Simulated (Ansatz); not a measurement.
## Compressing Li: a fit and a missing row

Li, Im-3m, a = 3.324 Å. Ansatz: PBE+D3(BJ), PAW, 420 eV, Γ-centred 18×18×18 mesh on 1 atom, Gaussian smearing 0.10 eV; no spin polarisation. Symmetry fixes shape and atoms, so the cell is only scaled; pressure is positive in compression.

```
V (Å³/atom) P (GPa)
     16.155        ?
     16.706     1.69
     17.256     1.04
     17.807     0.47
     18.358    -0.03
     18.909    -0.46
     19.459    -0.85
     20.194    -1.29
```

**Question.** Take V0 = 18.358 Å³/atom, count pressures from its P0 = -0.03 GPa, fit the third-order Birch–Murnaghan form to the other rows, and predict the missing pressure.

**Answer.** With the Eulerian strain f = ½[(V0/V)^(2/3) − 1] and y = (P − P0)/[3f(1 + 2f)^(5/2)], the form is the line y = B0 + 1.5 B0 (B0′ − 4) f. Rows (f, y): 0.03244, 15.10; 0.02107, 15.27; 0.01026, 15.44; -0.00976, 15.43; -0.01904, 15.82; -0.03078, 15.99. Means f = 0.0006983, y = 15.508; Σ(Δf)² = 0.003004, ΣΔfΔy = -0.03896; the slope is their ratio. y = 15.52 − 12.97 f GPa, so B0 = 15.5 GPa and B0′ = 4 + 2 × (-12.97)/(3 × 15.52) = 3.44. At V = 16.155, f = 0.04448, y = 14.943 and P = 2.44 GPa. The run gave 2.44 GPa, the same to the digits shown.

Cost: 8 runs of about 0.26 core-minutes in all, on Arm Neoverse V1 (shared hosts).